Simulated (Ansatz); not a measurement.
Consider the following.

Starting cell, Be (hcp, Mg type):

```
Be
1.0
    2.26315     0.00000     0.00000
   -1.13157     1.95994     0.00000
    0.00000     0.00000     3.56313
Be
2
Direct
  0.33333   0.66667   0.75000
  0.66667   0.33333   0.25000
```

The atoms are displaced by Q × the pattern below (from a DFPT mode at Γ, largest move 1; Q in Å), at fixed cell.

```
atom      x      y       z
----  -----  -----  ------
Be1   0.000  0.000  -1.000
Be2   0.000  0.000   1.000
```

Level of theory: r2SCAN (plane waves to 500 eV, PAW, scalar-relativistic; Ansatz, a first-principles code). k mesh 23×23×13 (Γ-centred), Fermi-Dirac smearing 0.05 eV. The energy includes the smearing's −TS. With partly filled bands, energies and forces of such displacements shift with the k mesh and the smearing. Be was relaxed with its symmetry unable to fall. The PAW data are Ansatz's earlier set. ΔE is measured from the undisplaced structure.

The scan covers Q from -0.100 to 0.100 Å in 13 points.

Question: Which space group does the distorted structure have?

Answer: P-3m1 (No. 164), lowered from P6_3/mmc.

Question: Is the energy the same for equal positive and negative displacements?

Answer: Even: the same for both signs.

Question: What is the energy change at Q = 0.100 Å?

Answer: 172 meV/cell.

Question: What harmonic wavenumber does the curvature at Q = 0 give?

Answer: 714 cm⁻¹.

(For displaced atoms, the force is minus the slope of the energy, and its curvature is a force constant, which sets phonon frequencies.)
